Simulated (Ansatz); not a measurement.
According to r²SCAN (plane waves, PAW; program Ansatz), TaTe in the orthorhombic phase (Cmcm; Te on 4c, Ta on 4c) relaxes to a = 3.630 Å, b = 10.121 Å, c = 4.734 Å. Against the elements it lies at 0.076 eV/atom, with no fitted shifts.

Electronic character: metallic (no gap).

An equation-of-state fit gives a bulk modulus of 1110 kbar. Bader charges are Te -0.82, Ta +0.82 e.

The start of the workflow was typed in or built on a structure type; neither database checked (COD, Materials Project) lists it. Its standing as an ambient phase is unchecked. The r²SCAN relaxation kept the symmetry of its start; its stability against distortions is not shown here. The run is not spin-polarised. The references are the lowest solids computed at this level, not always the standard phases. Spin–orbit coupling is left out wherever it is not named.

Potentials: the later of the program's two PAW sets.
